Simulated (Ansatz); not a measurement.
Input:

CoIrN₂:
```yaml
crystal:
  lattice:
    - [1.35637, 0.78310, 6.06965]
    - [-1.35637, 0.78310, 6.06965]
    - [0.00000, -1.56621, 6.06965]
  atoms:
    - { symbol: Co, position: [0.50000, 0.50000, 0.50000] }
    - { symbol: Ir, position: [0.00000, 0.00000, 0.00000] }
    - { symbol: N, position: [0.89364, 0.89364, 0.89364] }
    - { symbol: N, position: [0.10636, 0.10636, 0.10636] }
```
The run is spin-polarised, in the one order tried: ferromagnetic.

This is the r²SCAN-relaxed structure.

All from r²SCAN in the plane-wave PAW code Ansatz, unless another level is named. Estimate the net moment.

0.18 μB per atom.

And the Bader charges?

Co +1.26, Ir +0.61, N -0.93 e.

Space group R-3m. The start of the workflow was typed in or built on a structure type; neither database checked (COD, Materials Project) lists it. Its standing as an ambient phase is unchecked. Symmetry was held in the r²SCAN relaxation; whether a distortion lowers the energy is not shown. Magnetic state: ferromagnetic, the only order run, not a proven ground state. Its formation energy is positive at this level, so the cell may be metastable or incomplete. Other orbital occupations within this spin state were not tried. No Hubbard U is applied. For itinerant 3d metals, meta-GGAs of the SCAN family and hybrids are commonly reported to give too large moments. Scalar-relativistic: spin–orbit coupling is off unless named, which matters more the heavier the elements.

Potentials: the later of the program's two PAW sets.
